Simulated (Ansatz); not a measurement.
Consider the following.

MgS:
```xyz
2
Lattice="0.0000 2.6015 2.6015 2.6015 0.0000 2.6015 2.6015 2.6015 0.0000" Properties=species:S:1:pos:R:3 pbc="T T T"
Mg     0.0000     0.0000     0.0000
S      2.6015     2.6015     2.6015
```

This is the r²SCAN-relaxed structure.

Q: All from DFT-r²SCAN in the program Ansatz with PAW potentials, unless another level is named. Estimate the formation energy from the elements (no fitted shifts).

A: -1.68 eV/atom.

Q: Next, the hole effective mass, band 2 of 3 at the edge?

A: 0.93 along [100], 0.93 along [110], 2.3 along [111] (mₑ).

Q: Give the electron effective mass.

A: 0.30, 0.30, 0.52 mₑ (principal values).

Q: Predict the weight of the valence-edge state by species (Voronoi cells).

A: S 89 %, Mg 11 %.

Space group Fm-3m (rock salt). Symmetry was held in the r²SCAN relaxation. The references are the lowest solids computed at this level, not always the standard phases.

Potentials: the later of the program's two PAW sets.

Edges and masses are those of Kohn–Sham bands, whose gap is no quasiparticle gap.
